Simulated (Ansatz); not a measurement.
SiO$_{2}$:
```xyz
9
Lattice="5.0594 0.0000 0.0000 -2.5297 4.3816 0.0000 0.0000 0.0000 5.5408" Properties=species:S:1:pos:R:3 pbc="T T T"
Si    -1.2649     2.1908     3.6938
Si     2.5297     0.0000     0.0000
Si     1.2649     2.1908     1.8469
O      2.5297     2.5567     2.7704
O     -0.9493     3.4691     4.6173
O      1.5804     0.9125     0.9235
O      0.0000     1.8249     2.7704
O      3.4790     0.9125     4.6173
O      0.9493     3.4691     0.9235
```

Relaxed with r²SCAN.

Problem. Map the electron localisation function on the plane through (0.500, 0.500, 0.333) spanned by u = [0, 0, 1] and v = [1, -1, 0] in lattice vectors, from r²SCAN (plane waves, PAW; program Ansatz).

Solution. x is the fraction of u, y of v (the angle between them is 90°; rows are the nearest grid lines); atoms in the plane: Si at (0.00, 0.00), O at (0.50, 0.71), O at (0.50, 0.29).
```
y \ x   0.000  0.107  0.179  0.286  0.357  0.464  0.536  0.643  0.714  0.821  0.893   1.00
------  -----  -----  -----  -----  -----  -----  -----  -----  -----  -----  -----  -----
1.00    0.691  0.094  0.152  0.047  0.020  0.003  0.003  0.020  0.047  0.152  0.094  0.691
0.925   0.122  0.660  0.657  0.360  0.096  0.010  0.010  0.096  0.360  0.657  0.660  0.122
0.850   0.091  0.482  0.586  0.212  0.056  0.287  0.287  0.056  0.212  0.586  0.482  0.091
0.775   0.020  0.112  0.134  0.131  0.590  0.801  0.801  0.590  0.131  0.134  0.112  0.020
0.700   0.004  0.014  0.030  0.399  0.798  0.427  0.427  0.798  0.399  0.030  0.014  0.004
0.625   0.005  0.029  0.032  0.073  0.529  0.835  0.835  0.529  0.073  0.032  0.029  0.005
0.550   0.004  0.011  0.014  0.007  0.022  0.180  0.180  0.022  0.007  0.014  0.011  0.004
0.450   0.004  0.011  0.014  0.007  0.022  0.180  0.180  0.022  0.007  0.014  0.011  0.004
0.375   0.005  0.029  0.032  0.073  0.529  0.835  0.835  0.529  0.073  0.032  0.029  0.005
0.300   0.004  0.014  0.030  0.399  0.798  0.427  0.427  0.798  0.399  0.030  0.014  0.004
0.225   0.020  0.112  0.134  0.131  0.590  0.801  0.801  0.590  0.131  0.134  0.112  0.020
0.150   0.091  0.482  0.586  0.212  0.056  0.287  0.287  0.056  0.212  0.586  0.482  0.091
0.0750  0.122  0.660  0.657  0.360  0.096  0.010  0.010  0.096  0.360  0.657  0.660  0.122
0.000   0.691  0.094  0.152  0.047  0.020  0.003  0.003  0.020  0.047  0.152  0.094  0.691
```

The density is the valence pseudo-density with augmentation charge, so density and ELF within about 1 Å of a nucleus are not all-electron values.

Space group P6_222. This is a known high-temperature phase of the composition, computed here at zero pressure and temperature. The r²SCAN relaxation kept the symmetry of its start; its stability against distortions is not shown here.

Potentials: the later of the program's two PAW sets.
